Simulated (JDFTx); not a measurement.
An input for a modified build of JDFTx (V(110), CANDLE, water, 1 M KF; bohr, hartree) and the course of its log:

```
lattice \
  5.6359191941 2.8179595970 0.0000000000 \
  0.0000000000 3.9851966724 0.0000000000 \
  0.0000000000 0.0000000000 42.1408925792
coords-type Lattice
ion V 0.5000000000 0.0000000000 -0.1418525960 0
ion V 0.0000000000 0.0000000000 -0.0472841990 0
ion V 0.5000000000 0.0000000000 0.0472841990 0
ion V 0.0000000000 0.0000000000 0.1418525960 0
ion-species pseudo/v_pbe_v1.4.upf
elec-cutoff 20 100
elec-ex-corr gga-PBE
coulomb-interaction Slab 001
coulomb-truncation-embed 0 0 0
kpoint-folding 10 10 1
elec-smearing Fermi 0.01
elec-n-bands 37
target-mu -0.177867
electronic-scf nIterations 100 energyDiffThreshold 1e-07
fluid LinearPCM
pcm-variant CANDLE
fluid-solvent H2O
fluid-cation K+ 1
fluid-anion F- 1
fluid-minimize nIterations 400 knormThreshold 1e-11
wavefunction read f0.wfns
elec-initial-eigenvals f0.eigenvals
elec-initial-fillings read f0.fillings
fluid-initial-state f0.fluidState
dump-name f0_u0.$VAR
dump End State Ecomponents EigStats BandEigs Forces ElecDensity IonicPositions Fillings Kpoints Dtot FluidDebug BoundCharge FluidDensity
```

```
[one cycle in 5 is shown, and the last three; fluid-solver lines are left out]
	FillingsUpdate:  mu: -0.177867000  nElectrons: 48.430287
SCF: Cycle:  0   G: -269.997401763434766   dG: +7.615e+00   |Residual|: 3.012e-01   |deigs|: 2.918e-08
	FillingsUpdate:  mu: -0.177867000  nElectrons: 51.759291
SCF: Cycle:  5   G: -277.588433700403641   dG: +6.691e-03   |Residual|: 2.700e-02   |deigs|: 1.331e-03
	FillingsUpdate:  mu: -0.177867000  nElectrons: 51.695251
SCF: Cycle: 10   G: -277.576840351319731   dG: -1.189e-03   |Residual|: 1.774e-02   |deigs|: 2.360e-04
	FillingsUpdate:  mu: -0.177867000  nElectrons: 51.680534
SCF: Cycle: 15   G: -277.580434939987924   dG: +1.139e-02   |Residual|: 2.270e-02   |deigs|: 3.703e-04
	FillingsUpdate:  mu: -0.177867000  nElectrons: 51.757639
SCF: Cycle: 20   G: -277.599703654090604   dG: +1.347e-04   |Residual|: 1.343e-02   |deigs|: 6.458e-05
	FillingsUpdate:  mu: -0.177867000  nElectrons: 51.888011
SCF: Cycle: 25   G: -277.613037955725360   dG: -6.263e-06   |Residual|: 1.028e-03   |deigs|: 8.385e-06
	FillingsUpdate:  mu: -0.177867000  nElectrons: 51.896410
SCF: Cycle: 30   G: -277.613118853399271   dG: -2.348e-06   |Residual|: 7.227e-05   |deigs|: 8.506e-06
	FillingsUpdate:  mu: -0.177867000  nElectrons: 51.895926
SCF: Cycle: 35   G: -277.613118847333851   dG: -1.375e-07   |Residual|: 8.791e-05   |deigs|: 1.416e-06
	FillingsUpdate:  mu: -0.177867000  nElectrons: 51.896457
SCF: Cycle: 40   G: -277.613119091000613   dG: +2.101e-08   |Residual|: 1.439e-04   |deigs|: 3.849e-07
	FillingsUpdate:  mu: -0.177867000  nElectrons: 51.895409
SCF: Cycle: 45   G: -277.613118295401762   dG: +1.008e-06   |Residual|: 1.117e-04   |deigs|: 1.023e-05
	FillingsUpdate:  mu: -0.177867000  nElectrons: 51.893901
SCF: Cycle: 50   G: -277.613113253390281   dG: +4.113e-06   |Residual|: 2.557e-04   |deigs|: 7.936e-06
	FillingsUpdate:  mu: -0.177867000  nElectrons: 51.896672
SCF: Cycle: 55   G: -277.613119378955275   dG: -6.938e-08   |Residual|: 4.033e-05   |deigs|: 2.446e-06
	FillingsUpdate:  mu: -0.177867000  nElectrons: 51.894479
SCF: Cycle: 60   G: -277.613115863291341   dG: +2.621e-06   |Residual|: 1.828e-04   |deigs|: 6.919e-06
	FillingsUpdate:  mu: -0.177867000  nElectrons: 51.897029
SCF: Cycle: 65   G: -277.613119342452705   dG: +2.542e-08   |Residual|: 5.376e-05   |deigs|: 3.128e-06
	FillingsUpdate:  mu: -0.177867000  nElectrons: 51.894477
SCF: Cycle: 70   G: -277.613115975528672   dG: +2.506e-06   |Residual|: 1.882e-04   |deigs|: 6.751e-06
	FillingsUpdate:  mu: -0.177867000  nElectrons: 51.893951
SCF: Cycle: 75   G: -277.613112242545810   dG: +5.623e-06   |Residual|: 3.114e-04   |deigs|: 1.115e-05
	FillingsUpdate:  mu: -0.177867000  nElectrons: 51.897314
SCF: Cycle: 80   G: -277.613119107867703   dG: +1.908e-07   |Residual|: 5.349e-05   |deigs|: 3.170e-06
	FillingsUpdate:  mu: -0.177867000  nElectrons: 51.896053
SCF: Cycle: 85   G: -277.613118623734067   dG: +2.881e-07   |Residual|: 1.445e-04   |deigs|: 1.964e-06
	FillingsUpdate:  mu: -0.177867000  nElectrons: 51.896354
SCF: Cycle: 90   G: -277.613119371518565   dG: -2.348e-06   |Residual|: 4.339e-05   |deigs|: 1.350e-05
	FillingsUpdate:  mu: -0.177867000  nElectrons: 51.895345
SCF: Cycle: 95   G: -277.613118183760719   dG: -4.856e-08   |Residual|: 1.083e-04   |deigs|: 7.438e-07
	FillingsUpdate:  mu: -0.177867000  nElectrons: 51.895104
SCF: Cycle: 97   G: -277.613117644361068   dG: -2.610e-07   |Residual|: 1.288e-04   |deigs|: 1.047e-06
	FillingsUpdate:  mu: -0.177867000  nElectrons: 51.895283
SCF: Cycle: 98   G: -277.613118019032299   dG: -3.747e-07   |Residual|: 1.139e-04   |deigs|: 1.203e-06
	FillingsUpdate:  mu: -0.177867000  nElectrons: 51.895613
SCF: Cycle: 99   G: -277.613118561988017   dG: -5.430e-07   |Residual|: 8.971e-05   |deigs|: 1.866e-06
SCF: None of the convergence criteria satisfied after 100 iterations.
IonicMinimize: Iter:   0  G: -277.613118561988017  |grad|_K:  0.000e+00
IonicMinimize: Converged (|grad|_K<1.000000e-04).
```

This run gave no converged result. The loop ran out of cycles short of its threshold. It has stalled and not diverged: the last ten energies span 2e-06 Ha, so the total is near its end, but levels, forces and the electron count aren't shown converged.
